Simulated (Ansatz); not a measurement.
Run on hcp Zr (0001), 4 layers: DFT, PBEsol, all-electron LAPW, scalar-relativistic (Ansatz 0.2.0). This run: vacuum of 22 Å.

The slab is cut from a bulk crystal relaxed on PAW files (its atoms may have been relaxed since).

Command: `ansatz run input.yaml --threads 1 --pin off --max-ram 3584MiB --backend cpu --events-out ev --progress --plain --runs-dir out` It took 2.5 min on 1 thread of Arm Neoverse V1 (shared host), peak memory 0.58 GiB.

```yaml
crystal:
  lattice:
    - [3.1851568114, 0.0, 0.0]
    - [-1.5925784057, 2.7584267137, 0.0]
    - [0.0, 0.0, 29.4629]
  atoms:
    - { symbol: Zr, position: [0.8333333333, 0.1666666667, 0.3733502392] }
    - { symbol: Zr, position: [0.1666666667, 0.8333333333, 0.4550221327] }
    - { symbol: Zr, position: [0.8333333333, 0.1666666667, 0.5449778735] }
    - { symbol: Zr, position: [0.1666666667, 0.8333333333, 0.6266497608] }
kpoints:
  mp_grid: { grid: [15, 15, 1] }
scf:
  occupations: { method: fermi_dirac, width: 0.05 }
hamiltonian:
  xc: pbesol
  pseudopotentials: { kind: all_electron, lapw: { basis_error: 0.001 } }
output:
  forces: true
  stress: true
  eigenvalues: true
efield:
  axis: 3
  amplitude: 0
  dipole_correction: true
```

Output:

```
LAPW: plane waves up to 6.957 Å⁻¹, error target 1.0e-3 eV per atom; small_component_spin mean_spin; Zr in spheres of 1.514 Å, 28 of its electrons in bands, Dirac shells [] (how accurate: hamiltonian.pseudopotentials.lapw.basis_error, Limitations)
Engine: ansatz 0.2.0
Pseudopotentials: kind: all_electron
Pseudopotential: Zr, LAPW, valence charge 28, lapw/all_electron/scalar/gaussian/Zr, Koelling and Harmon's equation, gaussian nucleus
Functional definition: PBEsol
  exchange = pbesol_x
  correlation = pbesol_c
Crystal: 4 atoms, lattice volume = 258.862 Å³
Basis set: ecut = 184.398916634715 eV, 1517 PW (Γ), exchange–correlation at level 2
Bands: 68, of which v1, the nominal top of the filled ones, is band 56 counted from 1 (55 counted from 0)
Symmetry: 6 space group operations
k-points: 27 of 225 (time reversal used)
Non-local potential: Zr, projectors of the file, none
Initial density: superposition of atomic densities (neutral atoms: chi_scale 0, normalization atom)
Initial wavefunctions: plane waves of lowest kinetic energy (no species holds an atomic orbital)
Functional: x = pbesol(κ = 0.804, μ = 0.12345679012345678), c = pbesol(β = 0.046)
iter 1 solved again at ethr=4.33e-2 eV; its pass at ethr=1.00e-1 eV (dr2=4.85e1 eV) is discarded
SCF iter   1: F=—  HF=-391488.883265 eV  |F-HF|=—  |Δ(HF+E_count)|=         —  Δρ=2.88e-2  dr2=4.85e1  ethr=4.33e-2  p=-0.000 e·Å  D=-2.47e-14 V/Å  ΔV_dip=0.00 eV  dr2_dipole=7.15e-10  V_vac-E_F(+/−)=7.68/7.68 eV  ⟨swp⟩=2.0  Hψ=10230  notcnv=0
efield: sawtooth ramp at fractional position 0.9500 (placed from the atoms, in the widest stretch of the axis that holds none; the zero of the levels goes with the place), width 0.1000; the density the first Hamiltonian is built on has a dipole p = 0.000 e·Å; the dipole correction subtracts the counter field D = 6.94e-13 V/Å, which shifts the + side's vacuum level by -0.00 eV against the − side's; the planar-averaged density in the ramp window peaks in size at 4.4e-7 e/Å³
preconditioner: auto → LDOS  [metal: Δε(μ)=0.023 eV  Ē_g=4.268 eV  σ=0.050 eV  W_gap=0.11  n_scr=64 (ndim 8)  ℏωp=9.2 eV  f_vac=0.608  D(μ)=4.27/eV (n_scr^D=16)  β→1.0]
SCF iter   2: F=—  HF=-391488.616034 eV  |F-HF|=—  |Δ(HF+E_count)|=   2.67e-1  Δρ=3.24e-2  dr2=5.73e1  ethr=4.33e-2  p=0.000 e·Å  D=1.42e-6 V/Å  ΔV_dip=-0.00 eV  dr2_dipole=2.10e-7  V_vac-E_F(+/−)=2.00/2.00 eV  ⟨swp⟩=3.0  Hψ=5436  notcnv=0
iter 3 solved again at ethr=1.63e-3 eV; its pass at ethr=4.33e-2 eV (dr2=1.83e0 eV) is discarded
SCF iter   3: F=—  HF=-391485.824270 eV  |F-HF|=—  |Δ(HF+E_count)|=    2.79e0  Δρ=7.39e-3  dr2=1.83e0  ethr=1.63e-3  p=-0.000 e·Å  D=-2.24e-7 V/Å  ΔV_dip=0.00 eV  dr2_dipole=4.37e-8  V_vac-E_F(+/−)=4.43/4.43 eV  ⟨swp⟩=2.0  Hψ=9072  notcnv=0
SCF iter   4: F=—  HF=-391485.780604 eV  |F-HF|=—  |Δ(HF+E_count)|=         —  Δρ=1.89e-3  dr2=2.16e-2  ethr=1.63e-3  p=-0.000 e·Å  D=-1.26e-6 V/Å  ΔV_dip=0.00 eV  dr2_dipole=9.94e-10  V_vac-E_F(+/−)=4.59/4.59 eV  ⟨swp⟩=2.0  Hψ=5562  notcnv=0
the basis was enlarged: its passes take 875.0 KiB over the memory plan, 1 of 1 planned eigensolver slots
SCF iter   5: F=—  HF=-391485.780685 eV  |F-HF|=—  |Δ(HF+E_count)|=   8.05e-5  Δρ=8.53e-4  dr2=2.38e-2  ethr=1.92e-5  p=-0.000 e·Å  D=-4.33e-8 V/Å  ΔV_dip=0.00 eV  dr2_dipole=1.36e-10  V_vac-E_F(+/−)=4.34/4.34 eV  ⟨swp⟩=3.0  Hψ=6064  notcnv=0
SCF iter   6: F=—  HF=-391485.780275 eV  |F-HF|=—  |Δ(HF+E_count)|=   4.09e-4  Δρ=2.46e-4  dr2=1.01e-3  ethr=1.92e-5  p=-0.000 e·Å  D=-1.64e-7 V/Å  ΔV_dip=0.00 eV  dr2_dipole=1.32e-11  V_vac-E_F(+/−)=4.37/4.37 eV  ⟨swp⟩=2.0  Hψ=5602  notcnv=0
SCF iter   7: F=—  HF=-391485.780270 eV  |F-HF|=—  |Δ(HF+E_count)|=   5.29e-6  Δρ=9.74e-5  dr2=4.55e-4  ethr=9.04e-7  p=-0.000 e·Å  D=-6.21e-8 V/Å  ΔV_dip=0.00 eV  dr2_dipole=9.16e-12  V_vac-E_F(+/−)=4.33/4.33 eV  ⟨swp⟩=3.0  Hψ=5787  notcnv=0
SCF iter   8: F=—  HF=-391485.780259 eV  |F-HF|=—  |Δ(HF+E_count)|=   1.07e-5  Δρ=4.12e-5  dr2=3.18e-5  ethr=4.06e-7  p=0.000 e·Å  D=1.46e-8 V/Å  ΔV_dip=-0.00 eV  dr2_dipole=1.65e-12  V_vac-E_F(+/−)=4.31/4.31 eV  ⟨swp⟩=3.0  Hψ=5843  notcnv=0
SCF iter   9: F=—  HF=-391485.780260 eV  |F-HF|=—  |Δ(HF+E_count)|=   7.01e-7  Δρ=1.51e-5  dr2=2.02e-6  ethr=2.84e-8  p=0.000 e·Å  D=3.92e-8 V/Å  ΔV_dip=-0.00 eV  dr2_dipole=1.12e-12  V_vac-E_F(+/−)=4.29/4.29 eV  ⟨swp⟩=3.0  Hψ=5860  notcnv=0
SCF iter  10: F=-391485.780262 eV  HF=-391485.780262 eV  |F-HF|=3.09e-7  |Δ(HF+E_count)|=   1.58e-6  Δρ=4.53e-6  dr2=4.74e-8  ethr=1.80e-9  p=0.000 e·Å  D=9.17e-9 V/Å  ΔV_dip=-0.00 eV  dr2_dipole=4.44e-14  V_vac-E_F(+/−)=4.29/4.29 eV  ⟨swp⟩=3.0  Hψ=5860  notcnv=0
SCF 1 converged in 10 iterations: F = -391485.780262 eV  dr2 = 4.74e-8
SCF converged after 10 iterations
Free energy (F): -391485.780262 eV
Harris-Foulkes:  -391485.780262 eV  (|F-HF|=3.09e-7)
Internal energy: -391485.729362 eV  (E = F + TS)
E sigma→0 (E₀):  -391485.754812 eV
Entropy (-TS):   -0.050900 eV (-12.725 meV/atom)
Fermi energy:    2.941792 eV
Dipole field:    D = 0.000000 V/Å  (p = 0.000000 e·Å, saw-weighted, corrected)
Work function:   Φ+ = 4.2904 eV   Φ− = 4.2904 eV
Levels:          The Fermi level and band energies are counted from a zero that moves with the ramp; work functions are not
--- Per-component energies (eV) ---
  E_band       = -14938.115193
  E_kinetic    = 404332.266640
  E_xc         = -12218.599733
  E_efield     = 0.000000  (sawtooth field / dipole correction)
  E_electrostatic = -783599.396269  (all electrons and nuclei)
  E_smearing   = -0.050900  (= −TS)
  E_closure    = 0.000000  (closes the sum)
  E_atoms      = -391456.336369  (free atoms, spherical and without spin; not in F)
  Σ components = -391485.780262   (vs F -391485.780262, Δ=0.00e0)
  Basis errors (estimates in eV, not in F): energy 3.0e-4 per atom: plane waves 2.7e-4 (1.6e-4 summed), levels above the bands 8.7e-31, relativity 1.3e-8, radial functions 2.4e-5, core shells 6.7e-8; eigenvalues (radial functions only) 6.8e-7; not estimated: angular momenta, meshes, grids; target (lapw.basis_error) 1.0e-3; muffin-tin radii Zr 1.514 Å
--- Forces (eV/Å), atoms counted from 1 ---
  atom   1  Zr     0.00000000    -0.00000000    -0.00138315
  atom   2  Zr     0.00000000     0.00000000     0.00054688
  atom   3  Zr     0.00000000    -0.00000000    -0.00054536
  atom   4  Zr     0.00000000     0.00000000     0.00138189
  max |Σ_I F_I| component: 2.63e-7 eV/Å
--- Stress (GPa, compression-positive) ---
       -0.671746       0.000000       0.000000
        0.000000      -0.671746       0.000000
        0.000000       0.000000       0.006101
  P = ⅓ Tr σ = -0.4458 GPa (-4.458 kbar)
--- Band table (eV; the first three rows and the last of 27) ---
  k-point 0: bands = ["-308.4826", "-308.4826", "-308.4514", "-308.4514", "-308.4514", "-308.4514", "-308.0672", "-308.0672", "-308.0487", "-308.0487", "-308.0487", "-308.0487", "-165.8995", "-165.8995", "-165.8936", "-165.8936", "-165.8936", "-165.8936", "-165.8688", "-165.8688", "-165.8688", "-165.8688", "-165.4859", "-165.4859", "-165.4859", "-165.4859", "-165.4853", "-165.4853", "-165.4704", "-165.4704", "-165.4704", "-165.4704", "-45.8590", "-45.8570", "-45.5118", "-45.4473", "-24.3151", "-24.1919", "-23.5750", "-23.4749", "-23.4749", "-23.4731", "-23.4731", "-23.2294", "-23.1668", "-23.1668", "-23.1115", "-23.1115", "-2.3571", "-1.4898", "-0.5757", "-0.2002", "2.6106", "2.9688", "3.5842", "3.6729", "3.6729", "3.7547", "3.7547", "3.8739", "3.8979", "3.8979", "4.2782", "4.2782", "4.4125", "5.6646", "5.6646", "6.4068"]
  k-point 1: bands = ["-308.4826", "-308.4826", "-308.4514", "-308.4514", "-308.4514", "-308.4514", "-308.0672", "-308.0672", "-308.0487", "-308.0487", "-308.0487", "-308.0487", "-165.8995", "-165.8995", "-165.8936", "-165.8936", "-165.8936", "-165.8936", "-165.8688", "-165.8688", "-165.8688", "-165.8688", "-165.4859", "-165.4859", "-165.4859", "-165.4859", "-165.4853", "-165.4853", "-165.4704", "-165.4704", "-165.4704", "-165.4704", "-45.8542", "-45.8522", "-45.5073", "-45.4440", "-24.3032", "-24.1858", "-23.6010", "-23.5167", "-23.4855", "-23.4840", "-23.4819", "-23.2324", "-23.1937", "-23.1752", "-23.1423", "-23.1175", "-2.2278", "-1.3631", "-0.4475", "-0.0735", "2.5373", "2.9529", "3.3503", "3.4950", "3.7368", "3.7451", "3.7705", "3.8666", "3.9706", "3.9914", "4.2435", "4.3040", "4.3711", "5.5420", "5.5906", "6.3566"]
  k-point 2: bands = ["-308.4826", "-308.4826", "-308.4514", "-308.4514", "-308.4514", "-308.4514", "-308.0672", "-308.0672", "-308.0487", "-308.0487", "-308.0487", "-308.0487", "-165.8995", "-165.8995", "-165.8936", "-165.8936", "-165.8936", "-165.8936", "-165.8688", "-165.8688", "-165.8688", "-165.8688", "-165.4859", "-165.4859", "-165.4859", "-165.4859", "-165.4853", "-165.4853", "-165.4704", "-165.4704", "-165.4704", "-165.4704", "-45.8404", "-45.8388", "-45.4944", "-45.4346", "-24.2694", "-24.1699", "-23.6858", "-23.6270", "-23.5133", "-23.5094", "-23.5067", "-23.2971", "-23.2230", "-23.2181", "-23.1987", "-23.1347", "-1.8593", "-1.0082", "-0.0926", "0.2751", "2.3157", "2.7696", "2.9264", "3.1986", "3.4863", "3.5508", "3.8915", "4.0323", "4.1185", "4.1613", "4.2698", "4.3273", "4.6230", "5.3331", "5.4741", "6.2852"]
  k-point 26: bands = ["-308.4826", "-308.4826", "-308.4514", "-308.4514", "-308.4514", "-308.4514", "-308.0672", "-308.0672", "-308.0487", "-308.0487", "-308.0487", "-308.0487", "-165.8995", "-165.8995", "-165.8936", "-165.8936", "-165.8936", "-165.8936", "-165.8688", "-165.8688", "-165.8688", "-165.8688", "-165.4859", "-165.4859", "-165.4859", "-165.4859", "-165.4853", "-165.4853", "-165.4704", "-165.4704", "-165.4704", "-165.4704", "-45.7312", "-45.7312", "-45.3764", "-45.3764", "-24.1168", "-24.1168", "-24.0665", "-24.0505", "-24.0430", "-24.0430", "-23.7132", "-23.5947", "-23.5947", "-23.5923", "-23.3521", "-23.3521", "0.9537", "1.3625", "1.5440", "1.5440", "1.8672", "2.1144", "2.1144", "3.0338", "3.0338", "3.0559", "3.1359", "3.2375", "3.2375", "4.8320", "5.7044", "6.5843", "6.5843", "6.9310", "7.6536", "7.6536"]
```
